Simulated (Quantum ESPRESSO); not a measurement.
Mo2W2S6PCl, a curve over strain

A calculation, not a measurement. The program is pw.x of Quantum ESPRESSO 7.5 (plane-wave density functional theory). The cell is made up: 12 atoms on a layered 2H lattice, with randomly drawn elements, strain and displacements, not relaxed. PseudoDojo standard norm-conserving files (v0.5 for PBE, v0.4.1 for LDA and PBEsol) set the functional; there is no spin polarisation, spin-orbit coupling or dispersion term, and the masses in the input are unused placeholders.

Seven runs add a strain to one cell (the same linear strain along x, y and z); the atoms follow the cell and are not relaxed. Stress in the table is positive in tension.

Input of the run at +0.0008:

```
&control calculation='scf', pseudo_dir='./dojo.nc.sr.pbe.v0_5.standard.upf', outdir='./o', disk_io='low', tprnfor=.true., tstress=.true. /
&system ibrav=0, nat=12, ntyp=5, nbnd=58, ecutwfc=79.96652505, nosym=.true., tot_charge=0,
 occupations='smearing', smearing='fd', degauss=0.0018374661
/
&electrons conv_thr=7.350e-09, electron_maxstep=60, /
ATOMIC_SPECIES
Cl 1.0 Cl.upf
Mo 1.0 Mo.upf
P 1.0 P.upf
S 1.0 S.upf
W 1.0 W.upf
CELL_PARAMETERS angstrom
3.2861 -0.0186 -0.0335
-0.0323 5.566 0.0377
-0.1329 0.0863 12.9319
ATOMIC_POSITIONS angstrom
Mo -0.0153 1.8804 3.2205
W 1.5056 0.9967 9.6814
Mo 1.6139 4.6756 3.2572
W -0.153 3.7608 9.7871
S -0.0741 1.8933 8.0731
S -0.062 1.9309 11.3241
P 1.6926 0.9561 1.6028
S 1.5392 0.9217 4.8307
S 1.5688 4.7125 8.114
S 1.5063 4.7278 11.335
S -0.0148 3.6947 1.6819
Cl -0.0492 3.6975 4.8485
K_POINTS automatic
7 4 2 1 1 1
```

| added strain | free energy less that of the input shown (eV) | stress xx (GPa) | stress yy (GPa) | stress zz (GPa) | stress xy (GPa) | pressure (GPa) | next band up at Gamma (eV) | iterations |
| --- | --- | --- | --- | --- | --- | --- | --- | --- |
| -0.0233 | -0.1409 | -0.82 | -5.65 | -4.95 | -0.49 | 3.81 | 0.640 | 20 |
| -0.0163 | -0.2061 | 2.07 | -2.40 | -1.55 | -0.53 | 0.63 | 0.634 | 21 |
| -0.0057 | -0.1357 | 5.90 | 1.95 | 3.00 | -0.59 | -3.62 | 0.624 | 20 |
| +0.0008 | 0.0000 | 7.95 | 4.29 | 5.47 | -0.62 | -5.90 | 0.619 | 20 |
| +0.0164 | 0.5830 | 12.10 | 9.06 | 10.49 | -0.68 | -10.55 | 0.604 | 21 |
| +0.0209 | 0.8127 | 13.11 | 10.23 | 11.73 | -0.69 | -11.69 | 0.600 | 21 |

Question: one run is left out of the table, at -0.0026. Estimate its stress xx (GPa).

Answer: 6.91. The whole row:

| added strain | free energy less that of the input shown (eV) | stress xx (GPa) | stress yy (GPa) | stress zz (GPa) | stress xy (GPa) | pressure (GPa) | next band up at Gamma (eV) | iterations |
| --- | --- | --- | --- | --- | --- | --- | --- | --- |
| -0.0026 | -0.0791 | 6.91 | 3.10 | 4.21 | -0.61 | -4.74 | 0.621 | 19 |

A cubic fit gives a slope of stress xx against the added strain of 304 GPa at zero added strain, with the atoms clamped. Across the table the free energy follows the integral of the stress to within 3.5 meV. A rerun of one of the cells at a cutoff of 1377 eV and k mesh 9 x 6 x 4 moved values by no more than 0.002 eV in energy, 0.02 GPa in stress and 0.005 eV/Å in force. The band column is the level of band 53 at Gamma less that of band 52, whose number is half the electron count, rounded up; it comes from a band step after each run.